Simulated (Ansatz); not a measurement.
Given:

CdSe:
```
CdSe
1.0
    3.51436     2.05066     0.00000
   -3.51436     2.05066     0.00000
   -2.41361     0.00000     6.63085
Cd Se
2 2
Direct
  0.50000   0.00000   0.00000
  0.00000   0.50000   0.50000
  0.29419   0.29419   0.25000
  0.70581   0.70581   0.75000
```

This is the PBE-relaxed structure.

**Question.** All from the program Ansatz at the PBE level (PAW), unless another level is named. Predict the electron effective mass.

**Answer.** 0.079, 0.089, 0.095 mₑ (principal values).

**Question.** Give the smallest direct gap on the standard path.

**Answer.** 0.25 eV.

**Question.** Predict the weight of the conduction-edge state by species (Voronoi cells).

**Answer.** Se 52 %, Cd 48 %.

**Question.** What about the weight of the valence-edge state by species (Voronoi cells)?

**Answer.** Se 86 %, Cd 14 %.

Space group C2/c. A made-up cell: these elements were put on the sites of a structure type; neither database checked (COD, Materials Project) lists it. It is not the phase usual at ambient conditions (space group No. 186, 216). Symmetry was held in the PBE relaxation; whether a distortion lowers the energy is not shown. Scalar-relativistic: spin–orbit coupling is off unless named, which matters more the heavier the elements.

Potentials: the later of the program's two PAW sets.
